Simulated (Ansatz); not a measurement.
The calculation used Ansatz 0.2.0, DFT PBE, scalar-relativistic, plane waves, PAW. Cutoff 420 eV, Γ-centred meshes of about 0.25 Å⁻¹ or finer for metals and 0.3 Å⁻¹ for insulators (2π included), Gaussian smearing. No spin polarisation.

Temperature and zero-point effects are left out.

Two relaxed structures of WC₄:

1.

```cif
data_structure
_symmetry_space_group_name_H-M 'Cmmm'
_symmetry_Int_Tables_number 65
_cell_length_a 4.8099
_cell_length_b 8.2598
_cell_length_c 2.8077
_cell_angle_alpha 90.000
_cell_angle_beta 90.000
_cell_angle_gamma 90.000
_cell_volume 111.55
loop_
_atom_site_label
_atom_site_type_symbol
_atom_site_symmetry_multiplicity
_atom_site_Wyckoff_symbol
_atom_site_fract_x
_atom_site_fract_y
_atom_site_fract_z
_atom_site_occupancy
W1 W 2 c 0.50000 0.00000 0.50000 1
C1 C 8 p 0.35552 0.80859 0.00000 1
```

2.

```cif
data_structure
_symmetry_space_group_name_H-M 'P6/mmm'
_symmetry_Int_Tables_number 191
_cell_length_a 2.5111
_cell_length_b 2.5111
_cell_length_c 14.0077
_cell_angle_alpha 90.000
_cell_angle_beta 90.000
_cell_angle_gamma 120.000
_cell_volume 76.49
loop_
_atom_site_label
_atom_site_type_symbol
_atom_site_symmetry_multiplicity
_atom_site_Wyckoff_symbol
_atom_site_fract_x
_atom_site_fract_y
_atom_site_fract_z
_atom_site_occupancy
W1 W 1 a 0.00000 0.00000 0.00000 1
C1 C 4 h 0.66667 0.33333 0.34248 1
```

Question: Which is lower in energy, and by how much?

Answer: Cell 2 is lower, by 0.33 eV/atom. Cell 1 has space group Cmmm (No. 65), 11.2 Å³/atom and no gap on its mesh; cell 2 has space group P6/mmm (No. 191), 15.3 Å³/atom and no gap. Counting C atoms around W (those within 1.25 times the shortest such distance or 1.15 times the sum of covalent radii; a plus sign parts nearer from farther groups; the shortest distance is added where it is long for a bond), cell 1 has W 8 and cell 2 has W 12+12+24 from 5.0 Å. Cell 1 holds C–C chains (shortest 1.39 Å); cell 2 holds C–C nets (shortest 1.45 Å). Even the lower one lies +0.61 eV/atom against the reference forms of the elements (uncorrected), so neither is stable at this level. In cell 1, around W lie 8 C at 2.23 Å and 2 W at 2.81 Å; C has 2 C at 1.39–1.40 Å and 2 W at 2.23 Å. In cell 2, W has 6 W at 2.51 Å; C has 3 C at 1.45 Å. Both come from trial cells of a structure search, whose lowest cell (P1, 15.3 Å³/atom) lies 121 meV/atom below the lower of the two.

No dispersion correction is applied, so the spacing and binding between layers, chains or molecules are poorly described (P6/mmm), and this can change margins and order among such cells. These runs have no spin–orbit coupling, which can matter for W. With atoms moved at random, cell 2 (by 121 meV/atom) fell into a lower structure. Cell 1 had no clear such test and can be a saddle point. Some types were kept out of the candidates beforehand, so the set may lack a known form.
